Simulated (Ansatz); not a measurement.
ZnO (wurtzite)

```
CELL_PARAMETERS angstrom
      3.27960     0.00000     0.00000
     -1.63980     2.84021     0.00000
      0.00000     0.00000     5.29330
ATOMIC_POSITIONS crystal
  Zn 0.66667 0.33333 0.00215
  Zn 0.33333 0.66667 0.50215
  O  0.66667 0.33333 0.62305
  O  0.33333 0.66667 0.12305
```

Two-dimensional scan of atom 4 (O, nearest neighbour Zn at 1.999 Å; its periodic images, 3.3 Å or more away, move with it): u runs along (1.000, 0.000, 0.000), v along (0.000, 0.000, 1.000) (Cartesian). Cell and other atoms are fixed.

These are PBE (plane waves to 420 eV, PAW, scalar-relativistic; Ansatz, an electronic-structure program) values and carry that method's errors. k mesh 9×9×5 (Γ-centred), Fermi-Dirac smearing 0.05 eV. Energies are smeared free energies. ZnO was relaxed with its symmetry unable to fall.

Changes of ΔE (meV/cell) from the point u = 0.000 Å, v = 0.000 Å when one coordinate moves alone (two changes are said to add if the coupling is within 5 % of the smaller one, nearly so within 20 %):

```json
[
 {"point": "u = 0.000 Å, v = -0.300 Å", "change": "314.9"},
 {"point": "u = 0.000 Å, v = -0.150 Å", "change": "95.0"},
 {"point": "u = -0.300 Å, v = 0.000 Å", "change": "360.4"},
 {"point": "u = -0.150 Å, v = 0.000 Å", "change": "82.5"},
 {"point": "u = 0.150 Å, v = 0.000 Å", "change": "82.5"},
 {"point": "u = 0.300 Å, v = 0.000 Å", "change": "360.4"},
 {"point": "u = 0.000 Å, v = 0.150 Å", "change": "144.0"},
 {"point": "u = 0.000 Å, v = 0.300 Å", "change": "730.8"}
]
```

**Question.** Do the two effects add at u = 0.150 Å, v = -0.150 Å? Give the computed change.

**Answer.** The sum of the single changes is 82.5 + (95.0) = 177.5; the calculation gives 208.0, so the coupling contributes 30.5 (over 20 % of the smaller single change, not additive).

**Question.** What is the change at u = -0.150 Å, v = 0.300 Å, where both move, and how far is it from the sum?

**Answer.** The sum of the single changes is 82.5 + (730.8) = 813.3; the calculation gives 736.4, so the coupling contributes -76.9 (over 20 % of the smaller single change, not additive).

**Question.** What is the change at u = -0.300 Å, v = -0.150 Å, where both move, and how far is it from the sum?

**Answer.** The sum of the single changes is 360.4 + (95.0) = 455.4; the calculation gives 588.2, so the coupling contributes 132.8 (over 20 % of the smaller single change, not additive).

(A displaced cell: forces are minus the slopes of the energy, force constants its curvatures, and phonons follow from these.)
